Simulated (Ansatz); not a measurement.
LuSe:
```
LuSe
1.0
    0.00000     2.80309     2.80309
    2.80309     0.00000     2.80309
    2.80309     2.80309     0.00000
Se Lu
1 1
Direct
  0.50000   0.50000   0.50000
  0.00000   0.00000   0.00000
```

Relaxed with r²SCAN.

**Question.** Map the valence electron density (e/Å³), cut off at 6 on the plane through (0.500, 0.500, 0.500) spanned by u = [1, 0, 0] and v = [0, 1, -1] in lattice vectors, from r²SCAN in the plane-wave PAW code Ansatz.

**Answer.** x is the fraction of u, y of v (the angle between them is 90°; rows are the nearest grid lines); atoms in the plane: Se at (0.00, 0.00), Lu at (0.50, 0.50).
```
|999510000000000015999|
|999410000000000014999|
|996210000000000012699|
|542100000000000001245|
|111000000000000000111|
|000000000000000000000|
|000000001232100000000|
|000000025999520000000|
|000000159999951000000|
|000000299999992000000|
|000000399999993000000|
|000000299999992000000|
|000000159999951000000|
|000000025999520000000|
|000000001232100000000|
|000000000000000000000|
|111000000000000000111|
|542100000000000001245|
|996210000000000012699|
|999410000000000014999|
|999510000000000015999|
```
Scale: ten equal steps from 0.094 (start of '0') to 6.00 (end of '9'), in the order '0123456789'; x runs from 0.000 to 1.00, y from 0.000 (bottom) to 1.00 (top).

The density is the valence pseudo-density with augmentation charge, so density and ELF within about 1 Å of a nucleus are not all-electron values.

Space group Fm-3m (rock salt). The workflow started from an entry of the Crystallography Open Database (COD). Its standing as an ambient phase is unchecked. The cell was relaxed with r²SCAN under the symmetry of its start; its stability against distortions is not shown here. Spin–orbit coupling is left out wherever it is not named.

Potentials: the later of the program's two PAW sets.
